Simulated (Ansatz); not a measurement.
Relaxed-ion elastic tensor of CaO (rock salt, Fm-3m) in GPa (Voigt order), the program Ansatz at the PBE level (PAW); density 3.30 g/cm³, 14.09 Å³ per atom.

```tsv
	1	2	3	4	5	6
1	201	57.6	57.6	0.0	0.0	0.0
2	57.6	201	57.6	0.0	0.0	0.0
3	57.6	57.6	201	0.0	0.0	0.0
4	0.0	0.0	0.0	75.8	0.0	0.0
5	0.0	0.0	0.0	0.0	75.8	0.0
6	0.0	0.0	0.0	0.0	0.0	75.8
```

### Question
Is the crystal mechanically stable?

### Answer
Yes: the smallest eigenvalue of C is 75.8 GPa.

### Question
Work out the Voigt, Reuss and Hill averages.

### Answer
K_V = 106, K_R = 106, K_H = 106; G_V = 74.2, G_R = 74.2, G_H = 74.2 GPa.

### Question
Give Young's modulus, Poisson's ratio, Pugh's ratio and the universal anisotropy index.

### Answer
E = 9KG/(3K + G) = 180 GPa; ν = 0.22; K/G = 1.42 (brittle by the Pugh limit of 1.75); A_U = 5G_V/G_R + K_V/K_R − 6 = 0.00.

### Question
Estimate the sound speeds and the Debye temperature.

### Answer
v_l = √((K + 4G/3)/ρ) = 7870 m/s, v_t = √(G/ρ) = 4740 m/s, mean 5240 m/s; Θ = (h/k)(3n/4πV)^(1/3) v_m = 646 K.

### Question
Give the Zener ratio and Young's modulus along [100], [110] and [111].

### Answer
A = 2C44/(C11 − C12) = 1.05; 1/E = S11 − 2(S11 − S12 − S44/2)Γ with Γ = 0, 1/4, 1/3 gives 176, 181, 183 GPa.

Symmetry was held in the PBE relaxation; phonons on a q-mesh show no instability.

Potentials: the later of the program's two PAW sets.
